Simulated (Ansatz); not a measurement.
Problem. Each is relaxed and computed with DFT-LDA in the program Ansatz with PAW potentials. Which is the only metal?
A. Sb2S3, Pnma (Pearson symbol oP20)
B. LaSb, rock salt
C. CaO, rock salt
D. MgO, rock salt

Solution. B, LaSb, rock salt. LaSb: metal; CaO: gap 3.45 eV (indirect); MgO: gap 5.03 eV (direct); Sb2S3: gap 1.09 eV. Standing as an ambient phase not checked: LaSb, rock salt. Weakly bound layers, chains or molecules computed without a dispersion correction, so cells and soft constants are ill determined: Sb2S3, Pnma (Pearson symbol oP20). All cells were relaxed under the symmetry of their starts (and spin orders); stability against distortions was not tested throughout. Scalar-relativistic: spin–orbit coupling is off unless named, which matters more the heavier the elements.

Potentials: the later of the program's two PAW sets.
